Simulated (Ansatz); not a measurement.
BaBrF:
```
CELL_PARAMETERS angstrom
      4.52588     0.00000     0.00000
      0.00000     4.52588     0.00000
      0.00000     0.00000     7.46969
ATOMIC_POSITIONS crystal
  Ba 0.00000 0.50000 0.80984
  Ba 0.50000 0.00000 0.19016
  Br 0.50000 0.00000 0.65103
  Br 0.00000 0.50000 0.34897
  F  0.50000 0.50000 0.00000
  F  0.00000 0.00000 0.00000
```

Relaxed with r²SCAN.

**Question.** Map the electron localisation function on the plane through (0.000, 0.500, 0.810) spanned by u = [1, 0, 0] and v = [0, 0, 1] in lattice vectors, from r²SCAN in the plane-wave PAW code Ansatz.

**Answer.** x is the fraction of u, y of v (the angle between them is 90°; rows are the nearest grid lines); atoms in the plane: Ba at (0.00, 0.00), Br at (0.00, 0.54), F at (0.50, 0.19).
```
y \ x    0.000  0.0870  0.174  0.261  0.348  0.435  0.565  0.652  0.739  0.826  0.913    1.00
------  ------  ------  -----  -----  -----  -----  -----  -----  -----  -----  -----  ------
1.00    -0.001   0.164  0.871  0.729  0.055  0.031  0.031  0.055  0.729  0.871  0.164  -0.001
0.919    0.718   0.841  0.879  0.589  0.042  0.012  0.012  0.042  0.589  0.879  0.841   0.718
0.838    0.689   0.606  0.305  0.044  0.012  0.014  0.014  0.012  0.044  0.305  0.606   0.689
0.757    0.148   0.127  0.078  0.030  0.012  0.011  0.011  0.012  0.030  0.078  0.127   0.148
0.703    0.818   0.784  0.647  0.294  0.042  0.011  0.011  0.042  0.294  0.647  0.784   0.818
0.622    0.723   0.847  0.868  0.744  0.376  0.033  0.033  0.376  0.744  0.868  0.847   0.723
0.541    0.000   0.107  0.867  0.825  0.573  0.064  0.064  0.573  0.825  0.867  0.107   0.000
0.459    0.642   0.824  0.875  0.763  0.346  0.030  0.030  0.346  0.763  0.875  0.824   0.642
0.378    0.806   0.778  0.627  0.158  0.026  0.037  0.037  0.026  0.158  0.627  0.778   0.806
0.297    0.133   0.089  0.027  0.051  0.416  0.698  0.698  0.416  0.051  0.027  0.089   0.133
0.243    0.015   0.013  0.021  0.288  0.741  0.804  0.804  0.741  0.288  0.021  0.013   0.015
0.162    0.789   0.660  0.118  0.154  0.778  0.740  0.740  0.778  0.154  0.118  0.660   0.789
0.0811   0.749   0.849  0.847  0.169  0.186  0.675  0.675  0.186  0.169  0.847  0.849   0.749
0.000   -0.001   0.164  0.871  0.729  0.055  0.031  0.031  0.055  0.729  0.871  0.164  -0.001
```

The density is the valence pseudo-density with augmentation charge, so density and ELF within about 1 Å of a nucleus are not all-electron values.

Space group P4/nmm. The workflow started from a Materials Project entry (that database holds measured and hypothetical structures alike); the Crystallography Open Database files this formula in space group No. 129, but the cells were not matched. Whether it is the stable phase at ambient conditions was not checked. Symmetry was held in the r²SCAN relaxation; whether a distortion lowers the energy is not shown. Scalar-relativistic: spin–orbit coupling is off unless named, which matters more the heavier the elements.

Potentials: the later of the program's two PAW sets.
